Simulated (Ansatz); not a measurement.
TaW:
```xyz
2
Lattice="0.0000 2.6720 2.6720 2.6720 0.0000 2.6720 2.6720 2.6720 0.0000" Properties=species:S:1:pos:R:3 pbc="T T T"
Ta     0.0000     0.0000     0.0000
W      2.6720     2.6720     2.6720
```

Relaxed with plane-wave PAW r²SCAN (Ansatz code). Indices refer to the conventional cell of Fm-3m, a = 5.344 Å, b = 5.344 Å, c = 5.344 Å, α = 90.00°, β = 90.00°, γ = 90.00°.

Q: Simulate the powder diffraction pattern (neutron, λ = 1.5401 Å; lines above 1 %) up to 2θ = 90°.

A: Simulated powder pattern, neutron, λ = 1.5401 Å (kinematic, ideal powder, no thermal factors, coherent scattering alone; the 30 strongest lines at most, above 1 %, up to 2θ = 90°):

```json
[
 {"2θ (°)": "28.91", "d (Å)": "3.085", "I/Imax (%)": "5.1", "hkl": "(111)"},
 {"2θ (°)": "33.50", "d (Å)": "2.672", "I/Imax (%)": "95", "hkl": "(200)"},
 {"2θ (°)": "48.10", "d (Å)": "1.889", "I/Imax (%)": "100", "hkl": "(220)"},
 {"2θ (°)": "57.10", "d (Å)": "1.611", "I/Imax (%)": "4.6", "hkl": "(311)"},
 {"2θ (°)": "59.89", "d (Å)": "1.543", "I/Imax (%)": "47", "hkl": "(222)"},
 {"2θ (°)": "70.39", "d (Å)": "1.336", "I/Imax (%)": "28", "hkl": "(400)"},
 {"2θ (°)": "77.82", "d (Å)": "1.226", "I/Imax (%)": "3.0", "hkl": "(331)"},
 {"2θ (°)": "80.24", "d (Å)": "1.195", "I/Imax (%)": "96", "hkl": "(420)"},
 {"2θ (°)": "89.81", "d (Å)": "1.091", "I/Imax (%)": "86", "hkl": "(422)"}
]
```

The start of the workflow was typed in or built on a structure type; neither database checked (COD, Materials Project) lists it. Its standing as an ambient phase is unchecked. Symmetry was held in the r²SCAN relaxation. At this level the phase is mechanically unstable. No spin polarisation was allowed. Its formation energy is positive at this level, so the cell may be metastable or incomplete. Scalar-relativistic: spin–orbit coupling is off unless named, which matters more the heavier the elements.

Potentials: the later of the program's two PAW sets.
